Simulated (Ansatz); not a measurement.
ZrBr in space group R-3m (No. 166; Zr on 6c, Br on 6c), DFT-r²SCAN in the program Ansatz with PAW potentials, all energies at zero smearing, with the estimated change up to a 700 eV cutoff added, with one set of potentials and settings (totals compare only within such a set). Cell of 4 atoms (2 Zr, 2 Br): -13980.506 eV.

| element | reference phase | E (eV/atom) |
|---|---|---|
| Zr | P6_3/mmc, 2 atoms in the cell | -4195.0260 |
| Br | Cmce, 4 atoms in the cell | -2792.8603 |

Formation energy per atom, worked out: (-13980.506 − 2×(-4195.0260) − 2×(-2792.8603))/4 = -1.183 eV/atom (-114 kJ per mol of atoms), at 0 K, without zero-point energy or fitted corrections.

The first step of the workflow began from a Materials Project structure, measured or hypothetical; the Crystallography Open Database files this formula in space group No. 166, but the cells were not matched. Its standing as an ambient phase is unchecked. The r²SCAN relaxation kept the symmetry of its start; whether a distortion lowers the energy is not shown. The run is not spin-polarised. A crystal of weakly bound layers computed without a dispersion correction: the cell and the soft elastic constants depend strongly on that. The references are the lowest solids computed at this level, not always the standard phases.

Potentials: the later of the program's two PAW sets.
